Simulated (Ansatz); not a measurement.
Au: one atom moved over a plane

Computed with DFT PBEsol, scalar-relativistic, plane waves, PAW in Ansatz 0.2.0. The runs took a 420 eV cutoff, a Γ-centred 18×18×10 mesh and Gaussian smearing (0.15 eV). Spin–orbit coupling is left out, which can shift energies with elements as heavy as these. No spin polarisation. Energies are free energies at this smearing, counted from the undisturbed cell; pressure is positive in compression.

Reference structure (as given, not relaxed at this level; it stands at -6.4 GPa; this form isn't the usual structure):

```
Au
1.0
     2.90000    0.00000    0.00000
    -1.45000    2.51147    0.00000
     0.00000    0.00000    4.88000
Au
2
Cartesian
  0.0000 1.6743 3.6600
  1.4500 0.8372 1.2200
```

Atom 1 (Au) is moved by p along (0.707, 0.707, 0.000) and q along (0.000, 0.000, 1.000) (Å), all else fixed. Points are written (p, q).

Energy above the undisturbed cell in eV/cell (a dash: not computed):

```
 p \ q  -0.450  -0.225  0.000  0.225  0.450
-0.450    1.12    0.29   0.07   0.29   1.12
-0.225    0.81       –   0.01      –   0.81
 0.000    0.72    0.16   0.00   0.16   0.72
 0.225    0.78       –   0.01      –   0.78
 0.450    0.93    0.21   0.02   0.21   0.93
```

Pressure in GPa:

```
 p \ q  -0.450  -0.225  0.000  0.225  0.450
-0.450    17.0     0.6   -4.4    0.6   17.0
-0.225    12.5       –   -6.0      –   12.5
 0.000    11.3    -2.2   -6.4   -2.2   11.3
 0.225    12.2       –   -6.1      –   12.2
 0.450    14.4    -0.8   -5.4   -0.8   14.4
```